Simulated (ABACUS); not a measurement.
Set-up for a self-consistent single point of Ti3Al (P6_3/mmc, 8 atoms in the cell; from Materials Project mp-1823, changed as shown).

```
Ti3Al
1.0
    5.86265     0.00000     0.00000
   -2.93133     5.07721     0.00000
    0.00000     0.00000     4.72316
Ti Al
6 2
Cartesian
  2.93133   3.34994   1.18079
  0.00000   1.72727   3.54237
 -1.43547   4.21357   3.54237
  4.36680   0.86363   1.18079
  1.49586   0.86363   1.18079
  1.43547   4.21357   3.54237
  0.00000   3.38481   1.18079
  2.93133   1.69240   3.54237
```

Computed with PBE, numerical atomic orbitals DZP (confined pseudo-atomic orbitals with Gaussian additions; energy shift 0.01 Ry), PseudoDojo 0.5 standard norm-conserving PBE (tails mended) pseudopotentials (ABACUS).

ABACUS settings:

```
setting                                                               value
---------------  ----------------------------------------------------------
basis                   DZP numerical atomic orbitals, energy shift 0.01 Ry
KPT                                                       Gamma 6 6 8 0 0 0
basis_type                                                             lcao
dft_functional                                                          PBE
ecutwfc                                                              100 Ry
smearing_method                                                          fd
smearing_sigma                                                0.00734986 Ry
potentials       PseudoDojo 0.5 standard norm-conserving PBE (tails mended)
symmetry                                                                  1
symmetry_prec                                                         1e-05
ks_solver                                                           genelpa
scf_nmax                                                                100
scf_thr                                                             1.0e-07
mixing_type                                                           pulay
```

Results:

* **Number of valence electrons**: 78
* **Number of bands**: 49
* **Number of k-points after the program's reduction**: 35
* **Size of the basis**: 182
* **Number of SCF iterations**: 9
* **Free energy E − TS**: -9818.5251 eV
* **Fermi level (on the code's own zero)**: 11.50 eV
* **Pressure**: -4.59 GPa

Stress (GPa, positive for compression):
```
-4.74   0.00   0.00
 0.00  -4.74   0.00
 0.00   0.00  -4.28
```

For comparison: a first run was changed to give this one (lattice scaled by 1.02), and from it to this one the free energy rises by 10.1 meV/atom and the pressure goes from 1.69 to -4.59 GPa.

The atom-centred basis is finite, which shifts total energies and pressures against plane waves. The structure comes from a collection of computed structures, made at another level of theory; the collection holds predicted forms beside known ones.

Cost on one core: very roughly 60 core-seconds.

The atomic orbitals were generated for these runs; they are not ABACUS's published sets and were checked against plane waves on a few crystals only.

“Tails mended”: in these copies of the files the far tail of each local potential was reset to the Coulomb form.
